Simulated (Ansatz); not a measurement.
## Fe: from a starting cell to a relaxed one

The start is a generated trial cell of Fe in the hcp structure type. The cell and all atomic positions are relaxed at zero pressure with PBEsol (plane waves to 420 eV, PAW, scalar-relativistic; Ansatz, a first-principles code). The first steps use a coarse 14×14×8 k-mesh.

Input geometry:
```
CELL_PARAMETERS angstrom
      2.56180     0.00000     0.00000
     -1.28090     2.21859     0.00000
      0.00000     0.00000     4.15933
ATOMIC_POSITIONS crystal
  Fe 0.33333 0.66667 0.25000
  Fe 0.66667 0.33333 0.75000
```
Spin-polarised start, with parallel moments on Fe.

Q: How large is the pressure on the unrelaxed cell, and of which sign?

A: -6.3 GPa (negative: the cell is under tension).

Q: By how much does the energy per atom fall from start to end?

A: 0.29 eV/atom.

Q: How does the volume change?

A: -17.0 %, from 11.82 to 9.81 Å³/atom.

Q: How do the shortest distances between atoms change?

A: The closest pairs of elements (up to four, under 3.6 Å), start → end: Fe–Fe 2.55 → 2.38 Å.

Q: Is the relaxed structure metallic? Give its gap.

A: Zero (metallic).

Q: What magnetic moments remain?

A: Zero (the starting moments vanished).

Q: Give the final cell and atomic positions.

A: 
Space group P6₃/mmc (No. 194); a = b = 2.4287 Å, c = 3.8412 Å, α = β = 90.00°, γ = 120.00°

```
atom  site  symmetry       x       y       z
----  ----  --------  ------  ------  ------
Fe      2c      -6m2  0.3333  0.6667  0.2500
```

The space group stays P6₃/mmc (No. 194) (the run could not lower it); the end is hcp (Mg type), with 2 atoms in the primitive cell. Final values are on a 22×22×12 k-mesh of the relaxed cell. No spin polarisation in the result: the starting moments vanished. A magnetic state may lie lower.

The run could not lose the symmetry of its start; a randomly shaken copy of 4 atoms returns to this structure.

All atoms sit on sites fixed by symmetry, so only the cell could relax.

The relaxed structure has the type that Fe is known to take under pressure; here it was relaxed at zero pressure, from a generated start.
